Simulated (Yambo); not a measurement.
Yambo run on Rb₂ScAgF₆ (space group Fm-3m, No. 225). The wavefunctions are PBEsol (pw.x of Quantum ESPRESSO, ONCV potentials, no spin-orbit coupling) ones on a 2×2×2 mesh (45 occupied bands); a = 6.3541 Å, b = 6.3541 Å, c = 6.3541 Å, α = 60.00°, β = 60.00°, γ = 60.00°.

Yambo input:

```
rim_cut
gw0
dyson
el_el_corr
HF_and_locXC
ppa
em1d
RandQpts= 1000000
RandGvec= 1 Ry
EXXRLvcs= 84 Ry
VXCRLvcs= 336 Ry
Chimod= "HARTREE"
% BndsRnXp
 6 | 224 |
%
NGsBlkXp= 8 Ry
% LongDrXp
 1.0 | 1.0 | 1.0 |
%
PPAPntXp= 27.2114 eV
% GbndRnge
 1 | 224 |
%
GTermKind= "BG"
DysSolver= "n"
ExtendOut
% QPkrange
 1 | 1 | 45 | 46 |
 2 | 2 | 45 | 45 |
%
```

k points by index: 1 = Γ, 2 = L.

Resulting energies as the program prints them:

```
#    K-point    Band    Eo [eV]    E [eV]    E-Eo [eV]    Vxc [eV]    Vnlxc [eV]    Sc|Eo [eV]    Sc|E [eV]    dSc/dw|Eo [eV]    Re(Z)    Im(Z)
#
    1    45    -0.242688    -2.336331    -2.093643    -24.67780    -31.44836    4.233008    4.676918    -5.769252    0.825070    -0.945651E-3
    1    46    3.144646    4.418453    1.273807    -10.62856    -6.057382    -3.111033    -3.297368    -3.980306    0.872391    -0.794267E-3
    2    45    0.000000    -2.076594    -2.076594    -25.04919    -31.94477    4.374748    4.818977    -5.820777    0.823783    -0.980830E-3
```
(The two width columns are left out.) Convergence of these settings isn't established.

Geometry of the Materials Project entry, not relaxed at this level.

The structure is a Materials Project entry; no match was found in the copy of COD used, and its stability was not checked.
